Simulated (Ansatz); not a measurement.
Here is the system:

Rb₃InS₃:
```xyz
14
Lattice="4.5025 6.8411 0.0000 -4.5025 6.8411 0.0000 -1.5718 0.0000 7.7715" Properties=species:S:1:pos:R:3 pbc="T T T"
Rb     0.0000    10.1976     0.0000
Rb     0.0000     3.4846     0.0000
Rb    -0.7859     9.2869     3.8858
Rb    -0.7859     4.3954     3.8858
Rb    -4.0492     6.8411     2.7590
Rb     2.4773     6.8411     5.0125
In     1.3500     6.8411     1.1505
In    -2.9218     6.8411     6.6210
S     -3.8497     8.8536     5.6313
S      2.2779     4.8287     2.1402
S      2.2779     8.8536     2.1402
S     -3.8497     4.8287     5.6313
S     -0.3875     6.8411     6.3913
S     -1.1843     6.8411     1.3802
```

This is the r²SCAN-relaxed structure.

Problem. All from plane-wave PAW r²SCAN (Ansatz code), unless another level is named. Predict the gap with spin–orbit coupling.

Solution. 2.79 eV.

Problem. And the formation energy from the elements (no fitted shifts)?

Solution. -1.27 eV/atom.

Problem. Predict the weight of the valence-edge state by species (Voronoi cells).

Solution. S 92 %, Rb 6 %.

Problem. Next, the weight of the conduction-edge state by species (Voronoi cells)?

Solution. Rb 42 %, S 40 %, In 18 %.

Space group C2/m. The workflow started from a Materials Project entry (that database holds measured and hypothetical structures alike); the Crystallography Open Database copy checked does not list it. Its standing as an ambient phase is unchecked. The r²SCAN relaxation kept the symmetry of its start; whether a distortion lowers the energy is not shown. The references are the lowest solids computed at this level, not always the standard phases. Scalar-relativistic: spin–orbit coupling is off unless named, which matters more the heavier the elements.

Potentials: the later of the program's two PAW sets.
